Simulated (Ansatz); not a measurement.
An Ansatz (a first-principles code) run. Input:

Ansatz 0.2 input:
```yaml
crystal:
  lattice:
    - [2.5729413226, 1.4854883652, 4.81048553]
    - [-2.5729413226, 1.4854883652, 4.81048553]
    - [0.0, -2.9709767305, 4.81048553]
  atoms:
    - { symbol: Sn, position: [0.0, 0.0, 0.0] }
    - { symbol: Au, position: [0.6698837173, 0.6698837173, 0.6698837173] }
    - { symbol: Au, position: [0.3301162827, 0.3301162827, 0.3301162827] }
    - { symbol: Au, position: [0.5, 0.1718735038, 0.8281264962] }
    - { symbol: Au, position: [0.8281264962, 0.5, 0.1718735038] }
    - { symbol: Au, position: [0.1718735038, 0.8281264962, 0.5] }
kpoints:
  mp_grid: { grid: [10, 10, 10] }
hamiltonian:
  xc: r2scan
  pseudopotentials: { kind: paw }
scf:
  occupations: { method: gaussian, width: 0.1 }
checkpoint: { read: metal.run }
output: { write_density: true, elf: true, volumetric_format: npy }
basis: { fft_grid_basis: typed }
```

Output (shortened):

```
Pseudopotentials: kind: paw
Pseudopotential: Sn, paw, valence charge 14
Pseudopotential: Au, paw, valence charge 19
Functional definition: r2SCAN
Crystal: 6 atoms, lattice volume = 110.316 Å³
Basis set: ecut = 500 eV, 2801 PW (Γ), exchange–correlation on 180×180×180 points (64 copies of the dense FFT grid, shifted against one another)
Bands: 66, of which v1, the nominal top of the filled ones, is band 55 counted from 1 (54 counted from 0)
Symmetry: 6 space group operations
Space group: R32 (ITA 155), of the structure as read, at distance tolerance 4.8e-5 Å
k-points: 116 of 1000 (time reversal used)
PAW frozen core: Sn, regenerated for the run's functional
PAW frozen core: Au, regenerated for the run's functional
Initial density: read from a saved state, or passed on in memory by an earlier SCF of this step, an earlier step, the calling program or the single point that …
Stability of the state it starts from, as read at its close in the unpolarized treatment …
Initial wavefunctions: pseudopotential atomic-orbital guess
Eigensolver: davidson
Functional: x = r2scan, c = r2scan; τ floored in thin density (d = 2e-4 eV/Å³)
iter 1 solved again at ethr=1.34e-8 eV; its pass at ethr=3.10e-3 eV (dr2=1.46e-5 eV) is discarded
SCF iter   1: F=—  HF=-71856.239343 eV  |F-HF|=—  |Δ(HF+E_count)|=         —  Δρ=5.79e-7  dr2=4.29e-10  dr2_τ=6.71e-11  ethr=1.34e-8  ⟨swp⟩=4.1  Hψ=49539  notcnv=0
all-band conjugate gradients solve this SCF's bands
preconditioner: auto → Kerker (q_TF=auto, 2.723 Å⁻¹)
SCF iter   2: F=-71856.239342 eV  HF=-71856.239342 eV  |F-HF|=8.73e-11  |Δ(HF+E_count)|=   2.82e-7  Δρ=2.94e-7  dr2=1.30e-10  dr2_τ=8.42e-11  ethr=1.00e-12  ⟨swp⟩=7.8  Hψ=30729  notcnv=0
SCF 1 converged in 2 iterations: F = -71856.239342 eV  dr2 = 1.30e-10
SCF converged after 2 iterations
Free energy (F): -71856.239342 eV
Harris-Foulkes:  -71856.239342 eV  (|F-HF|=8.73e-11)
Internal energy: -71856.233173 eV  (E = F + TS)
E sigma→0 (E₀):  -71856.236258 eV
Entropy (-TS):   -0.006169 eV (-1.028 meV/atom)
Fermi energy:    18.644036 eV
--- Per-component energies (eV) ---
  E_band       = -1304.674552
  E_kinetic    = 3213.557659
  E_local      = -9829.060180  (includes V_loc(G=0)·N_el)
  E_nonlocal   = 345.859434
  E_hartree    = 4367.408754
  E_xc         = -1464.946915
  E_vxc        = -1638.881808  (∫ρ·V_xc dr)
  E_paw        = -52816.782436  (= ΣΔE_a)
  E_vpaw       = -2242.777084  (= ΣTr[D̂ρ^β])
  E_aug_tail   = 0.003540  (compensation charges beyond the density's cutoff)
  E_vtau       = 111.807537  (kinetic-family band-sum trace: ∫τ·v_τ [+ j·A + Jᵃ·Aᵃ] dr)
  E_ewald      = -15672.126730
  E_core_change = -0.146299  (= ΣΔE_core)
  E_smearing   = -0.006169  (= −TS)
  E_closure    = 0.000000  (closes the sum)
  Σ components = -71856.239342   (vs F -71856.239342, Δ=0.00e0)
  [band-id]    e_kinetic+e_local+e_nonlocal+2·e_hartree+e_vxc+e_vpaw+e_augmentation_tail+e_vtau = -1304.673397   (vs E_band -1304.674552, Δ=1.16e-3)
--- Band table (eV; the first three rows and the last of 116) ---
  k-point 0: bands = ["-89.2307", "-89.2264", "-89.1065", "-89.1003", "-89.1003", "-40.1517", "-40.1517", "-40.1211", "-40.0902", "-40.0902", "-40.0756", "-40.0126", "-40.0121", "-40.0121", "-39.9690", "-39.9690", "-39.9654", "-39.9353", "-39.8890", "-39.8890", "-3.9067", "-3.9059", "-3.9059", "-3.8978", "-3.8978", "7.5457", "11.1720", "12.3847", "12.3847", "12.4698", "12.6221", "12.6221", "12.8157", "13.4339", "13.5719", "13.5719", "13.6740", "13.6740", "13.8556", "13.9875", "13.9875", "14.2446", "14.3203", "14.3203", "14.6778", "14.6778", "15.3682", "15.3682", "15.7974", "15.8303", "15.8303", "16.4888", "17.9442", "19.8965", "19.8965", "20.3258", "20.7755", "21.3029", "21.3029", "22.6727", "22.6727", "23.1519", "23.5421", "24.7833", "24.7833", "30.9788"]
  k-point 1: bands = ["-89.2306", "-89.2265", "-89.1063", "-89.1004", "-89.1003", "-40.1528", "-40.1500", "-40.1194", "-40.0910", "-40.0895", "-40.0760", "-40.0194", "-40.0131", "-40.0065", "-39.9720", "-39.9676", "-39.9593", "-39.9346", "-39.8929", "-39.8900", "-3.9066", "-3.9063", "-3.9060", "-3.8985", "-3.8972", "7.6413", "11.2251", "12.1508", "12.3323", "12.3807", "12.5444", "12.8105", "13.0110", "13.2459", "13.4386", "13.5990", "13.6294", "13.7248", "13.9088", "13.9887", "14.0507", "14.2287", "14.3700", "14.4495", "14.6309", "14.6791", "15.1605", "15.4073", "15.7066", "15.8122", "15.8650", "16.8497", "17.9035", "19.1582", "19.5676", "20.4057", "20.6019", "21.4906", "21.7864", "22.2945", "22.4995", "23.0339", "24.2546", "25.4061", "25.6971", "30.0606"]
  k-point 2: bands = ["-89.2303", "-89.2268", "-89.1058", "-89.1007", "-89.1005", "-40.1548", "-40.1464", "-40.1148", "-40.0931", "-40.0881", "-40.0772", "-40.0256", "-40.0148", "-40.0031", "-39.9736", "-39.9648", "-39.9494", "-39.9320", "-39.9038", "-39.8931", "-3.9081", "-3.9066", "-3.9051", "-3.8991", "-3.8966", "7.9186", "11.3012", "11.8625", "12.1654", "12.3261", "12.5066", "12.8796", "12.9952", "13.1328", "13.4276", "13.4920", "13.6424", "13.7465", "13.8977", "14.0416", "14.2092", "14.2664", "14.4119", "14.4985", "14.5541", "14.7337", "15.0304", "15.4601", "15.6417", "15.7579", "15.9125", "17.1625", "17.6264", "18.5644", "18.9698", "20.4201", "20.5439", "21.1449", "21.6182", "21.7290", "22.8738", "24.5293", "25.7478", "26.5608", "26.9797", "28.9048"]
  k-point 115: bands = ["-89.2306", "-89.2264", "-89.1066", "-89.1003", "-89.1003", "-40.1485", "-40.1485", "-40.0874", "-40.0874", "-40.0668", "-40.0649", "-40.0331", "-40.0162", "-40.0162", "-39.9853", "-39.9699", "-39.9699", "-39.9610", "-39.8902", "-39.8902", "-3.9068", "-3.9068", "-3.9036", "-3.8968", "-3.8968", "8.7188", "10.3502", "12.2831", "12.2831", "12.5276", "12.5276", "12.6932", "12.9124", "13.1339", "13.3164", "13.3164", "13.6651", "13.6668", "13.6668", "13.6727", "14.2150", "14.2150", "14.2767", "14.2767", "14.3537", "15.2044", "15.2044", "15.5245", "15.5245", "15.5972", "15.5972", "15.7352", "17.8098", "19.5265", "19.5265", "20.0764", "20.7053", "20.7053", "23.9260", "24.1954", "24.1954", "25.1071", "25.7199", "25.7199", "27.9334", "27.9741"]
  band table: 66 of 66 bands, residual norms ≤ 1.0e-3 eV
```

Cost: about 110 core-seconds (a rough figure) on shared cores.

The workflow started from a Materials Project entry (that database holds measured and hypothetical structures alike); the Crystallography Open Database files this formula in space group No. 155, but the cells were not matched. Whether it is the stable phase at ambient conditions was not checked. Symmetry was held in the r²SCAN relaxation; whether a distortion lowers the energy is not shown. Axis ratios of metals converge slowly with the k-mesh, so a and c are less sure than the volume. Scalar-relativistic: spin–orbit coupling is off unless named, which matters more the heavier the elements.

Potentials: the later of the program's two PAW sets.

Ansatz is a plane-wave DFT program.
